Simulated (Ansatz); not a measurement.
## Band structure of Ti3Ag

```
CELL_PARAMETERS angstrom
4.18700 0.00000 0.00000
0.00000 4.18700 0.00000
0.00000 0.00000 3.95000
ATOMIC_POSITIONS crystal
Ti 0.00000 0.50000 0.50000
Ti 0.50000 0.00000 0.50000
Ti 0.50000 0.50000 0.00000
Ag 0.00000 0.00000 0.00000
```

Atoms are numbered in the order listed.

The geometry is COD entry 1509562, unchecked; take it as a test cell.

Spin polarisation is left out, and whether a magnetic state lies lower isn't shown here.

All numbers below come from DFT, LDA, all-electron LAPW, scalar-relativistic in Ansatz 0.2.0.

Numerical set-up: a Γ-centred 9×9×9 k mesh, Fermi–Dirac smearing of 0.08 eV, basis error target 0.5 meV/atom, no spin polarisation.

Points in fractions of the reciprocal vectors of this cell: Γ (0, 0, 0), X (0, 0.5, 0), M (0.5, 0.5, 0), Z (0, 0, 0.5), R (0, 0.5, 0.5), A (0.5, 0.5, 0.5). The path runs Γ–X–M–Γ–Z–R–A–Z–X. Energies are in eV from the Fermi level; (×n) counts levels within 4 meV of each other, which need not be degenerate by symmetry.

(1) List the levels at Z between -20 and 0.5 eV.

(2) List the levels at A between -20 and 0.5 eV.

(3) List the levels at Γ between -20 and 0.5 eV.

(4) What is the band gap?

Results:

(1) -5.25, -5.16, -4.97, -4.94 (×2), -3.77, -3.58, -1.53, -0.70 (×2), -0.56.

(2) -5.41 (×2), -5.36, -4.70, -4.57, -3.59, -1.14 (×2), -0.89, 0.18, 0.24 (×2), 0.42.

(3) -6.62, -5.52, -5.48, -5.13 (×2), -5.11, -2.77, -0.53 (×2), -0.49, -0.24, 0.04.

(4) none: with an odd electron count and no spin polarisation the bands can't all be full, a metal in this set-up (in compounds, spin order or a distortion in a larger cell can open a gap).
